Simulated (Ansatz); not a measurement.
# Data sheet: OsN₂ (DFT)

OsN2:
Space group Pnnm (No. 58); a = 4.087 Å, b = 4.870 Å, c = 2.646 Å, α = β = γ = 90.00°

```csv
atom,site,symmetry,x,y,z
Os,2a,..2/m,0.0000,0.0000,0.0000
N,4g,..m,0.1267,0.4041,0.0000
```

Space group Pnnm (No. 58); conventional cell a = 4.087 Å, b = 4.870 Å, c = 2.646 Å, α = β = γ = 90.00°.

Method: the program Ansatz at the LDA level (PAW). The cell and atoms are relaxed at this level. Other levels are named where they apply.

### Cell and energy

```yaml
volume_per_atom: 8.78 Å³
density: 13.76 g/cm³
Formation energy from the elements (no fitted shifts): 0.14 eV/atom
```

### Electronic structure

```yaml
electronic_character: metallic (no gap)
Density of states at the Fermi level: 0.24 states/eV per atom (mean over ±0.08 eV)
```

### Mechanics

```yaml
Bulk modulus (Birch–Murnaghan fit): 408 GPa
Pressure derivative B′: 4.7
```

### Phonons

```yaml
highest_zone_centre_frequency: 890 cm⁻¹
zone_centre_stability: no imaginary mode at Γ
```

The first step of the workflow began from a Materials Project structure, measured or hypothetical; the Crystallography Open Database copy checked does not list it. Whether it is the stable phase at ambient conditions was not checked. The cell was relaxed with LDA under the symmetry of its start. The run is not spin-polarised. As this level gives no gap, phonon frequencies hold no LO–TO term and depend on the k-mesh and smearing (Fermi–Dirac, 0.1 eV here). The references are the lowest solids computed at this level, not always the standard phases (solids in place of the gases). Spin–orbit coupling is left out wherever it is not named.

Potentials: the later of the program's two PAW sets.
